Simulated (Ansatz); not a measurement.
## Relaxing Ti2CuSb3

Method: DFT PBEsol, scalar-relativistic, plane waves, PAW (Ansatz 0.2.0). Run with 420 eV cutoff, 10×10×6 k-mesh, Gaussian smearing of 0.10 eV, no spin polarisation.

What was changed: relaxed at 3 GPa.

Command:

```bash
ansatz run input.yaml --threads 1 --pin off --max-ram 2560MiB --backend cpu --events-out ev --progress --plain --runs-dir out
```

Input:

```yaml
crystal:
  lattice:
    - [3.7133138813, 0.0, 0.0]
    - [0.0, 3.7133138813, 0.0]
    - [0.0, 0.0, 8.0942470952]
  atoms:
    - { symbol: Ti, position: [0.0, 0.5, 0.7375011784] }
    - { symbol: Ti, position: [0.5, 0.0, 0.2624988216] }
    - { symbol: Cu, position: [0.0, 0.0, 0.0] }
    - { symbol: Sb, position: [0.0, 0.5, 0.3751423657] }
    - { symbol: Sb, position: [0.5, 0.0, 0.6248576343] }
    - { symbol: Sb, position: [0.5, 0.5, 0.0] }
basis:
  ecutwfc: 420
kpoints:
  mp_grid: { grid: [10, 10, 6] }
hamiltonian:
  xc: pbesol
scf:
  occupations: { method: gaussian, width: 0.1 }
output:
  forces: true
  stress: true
  eigenvalues: true
relax:
  adjacent_minimum: "off"
  f_tol: 0.008
  max_steps: 50
  cell: { stress_tol: 0.08, p_target: 3.0 }
```

F is the free energy. Steps run on the plane waves of an earlier cell, but the last one, and at times one on the way, on a freshly chosen basis, so a repeated geometry can differ a little in energy. The relaxation lowers the enthalpy F + PV at the target pressure, so F itself can rise.

Steps:

```csv
step,F − F(1) (eV),largest force component (eV/Å),V (Å³/atom),P (GPa)
1,0.0000,0.033,18.602,3.20
2,-0.0057,0.061,18.656,2.82
3,-0.0043,0.004,18.638,2.95
4,-0.0044,0.004,18.638,2.95
```

Relaxed structure:

```yaml
crystal:
  lattice:
    - [3.71700, 0.00000, 0.00000]
    - [0.00000, 3.71700, 0.00000]
    - [0.00000, 0.00000, 8.09404]
  atoms:
    - { symbol: Ti, position: [0.00000, 0.50000, 0.73757] }
    - { symbol: Ti, position: [0.50000, 0.00000, 0.26243] }
    - { symbol: Cu, position: [0.00000, 0.00000, 0.00000] }
    - { symbol: Sb, position: [0.00000, 0.50000, 0.37555] }
    - { symbol: Sb, position: [0.50000, 0.00000, 0.62445] }
    - { symbol: Sb, position: [0.50000, 0.50000, 0.00000] }
```

It takes space group P-4m2 (No. 115, tetragonal). Conventional cell: a = 3.717 Å, b = 3.717 Å, c = 8.094 Å, α = 90.00°, β = 90.00°, γ = 90.00°. Around Ti (site symmetry 2mm) lie 7 Sb at 2.78 to 2.93 Å and 2 Cu at 2.82 Å. Cu (site symmetry -4m2) has 4 Sb at 2.63 Å and 4 Ti at 2.82 Å as nearest neighbours. Around Sb (site symmetry 2mm) lie 5 Ti at 2.78 to 2.93 Å. Sb (site symmetry -4m2) has 4 Cu at 2.63 Å and 4 Ti at 2.82 Å as nearest neighbours.

The run converged. It took 4.4 min on 1 thread of Arm Neoverse V1, with other jobs on the host, peak memory 0.63 GiB.